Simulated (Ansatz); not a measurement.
Ti (Im-3m), two-dimensional strain map

Theory: Ansatz, DFT PBEsol, scalar-relativistic, plane waves, PAW. Cutoff 420 eV, Γ-centred 20×20×20 k-points, Gaussian smearing of 0.15 eV. No spin polarisation. Energies are free energies at this smearing, counted from the undisturbed cell; pressure is positive in compression.

Zero of the scan (as given, not relaxed at this level; it stands at -6.7 GPa; this bcc form isn't the usual structure):

```yaml
crystal:
  lattice:
    - [-1.64100, 1.64100, 1.64100]
    - [1.64100, -1.64100, 1.64100]
    - [1.64100, 1.64100, -1.64100]
  atoms:
    - { symbol: Ti, position: [0.00000, 0.00000, 0.00000] }
```

The cell is strained by p along both x and y and by q along z, fractional coordinates fixed. Points are written (p, q).

Energy above the undisturbed cell in meV/atom (a dash: not computed):

```
 p \ q  -0.030  -0.015  0.000  0.015  0.030
-0.030   -20.8   -24.2  -25.1  -23.8  -20.4
-0.015   -24.6   -22.1  -17.5  -10.8   -2.2
 0.000   -18.3   -10.1    0.0   11.9   25.4
 0.015    -2.7    10.9   26.3   43.1   61.4
 0.030    21.1    40.0   60.4   82.0  104.9
```

Pressure in GPa:

```
 p \ q  -0.030  -0.015  0.000  0.015  0.030
-0.030     3.0     1.2   -0.5   -2.1   -3.6
-0.015    -0.6    -2.2   -3.8   -5.2   -6.5
 0.000    -3.8    -5.3   -6.7   -7.9   -9.1
 0.015    -6.6    -7.9   -9.2  -10.3  -11.4
 0.030    -9.0   -10.2  -11.4  -12.4  -13.4
```